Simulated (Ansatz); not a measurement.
TiB2:
Space group I4/mmm (No. 139); a = b = 3.1642 Å, c = 5.9627 Å, α = β = γ = 90.00°

```csv
atom,site,symmetry,x,y,z
Ti,2a,4/mmm,0.0000,0.0000,0.0000
B,4e,4mm,0.0000,0.0000,0.3679
```
(The calculation used a cell of 3 atoms; values per cell refer to that cell.)

Relaxed with PBEsol.

Problem. Decompose the optical modes at the zone centre into irreducible representations, and say which are infrared and Raman allowed.

Solution. Point group 4/mmm: Γ_opt = A1g + A2u + Eg + Eu. Infrared: A2u, Eu. Raman: A1g, Eg.

Problem. Assign frequencies (DFPT, PBEsol in the plane-wave PAW code Ansatz).

Solution. Eg 346, Eu 473, A2u 496, A1g 1063 cm⁻¹.

A made-up cell: these elements were put on the sites of a structure type; neither database checked (COD, Materials Project) lists it. It is not the phase usual at ambient conditions (space group No. 191). Symmetry was held in the PBEsol relaxation; its stability against distortions is not shown here. The run is not spin-polarised. As this level gives no gap, phonon frequencies hold no LO–TO term and depend on the k-mesh and smearing (Fermi–Dirac, 0.1 eV here).

Potentials: the later of the program's two PAW sets.
